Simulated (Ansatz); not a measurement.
## Two-dimensional strain map in Cu

Level of theory: DFT PBEsol, scalar-relativistic, plane waves, PAW in Ansatz 0.2.0. Cutoff 420 eV, Γ-centred 24×24×12 k-points, Gaussian smearing of 0.15 eV. No spin polarisation. Energies are free energies at this smearing, counted from the undisturbed cell; pressure is positive in compression.

Zero of the scan (as given, not relaxed at this level; it stands at -1.6 GPa; this form isn't the usual structure):

```yaml
crystal:
  lattice:
    - [2.53410, 0.00000, 0.00000]
    - [-1.26705, 2.19459, 0.00000]
    - [0.00000, 0.00000, 4.11257]
  atoms:
    - { symbol: Cu, position: [0.33333, 0.66667, 0.25000] }
    - { symbol: Cu, position: [0.66667, 0.33333, 0.75000] }
```

The cell is strained by p along both x and y and by q along z, fractional coordinates fixed. Points are written (p, q).

Energy above the undisturbed cell in meV/atom (a dash: not computed):

| p \ q | -0.050 | -0.025 | 0.000 | 0.025 | 0.050 |
| --- | --- | --- | --- | --- | --- |
| -0.050 | 141.0 | 93.3 | 65.3 | 53.6 | 54.9 |
| -0.025 | 61.4 | 27.1 | 10.5 | ? | 18.4 |
| 0.000 | 28.7 | 6.4 | 0.0 | 6.6 | ? |
| 0.025 | 31.7 | ? | 23.3 | 37.6 | 61.3 |
| 0.050 | 61.2 | 60.6 | 71.9 | ? | 122.5 |

(1) Fill in the withheld energies.

## Answers

(1) (-0.025, 0.025): 8.5; (0.000, 0.050): 23.9; (0.025, -0.025): 20.6; (0.050, 0.025): 93.0.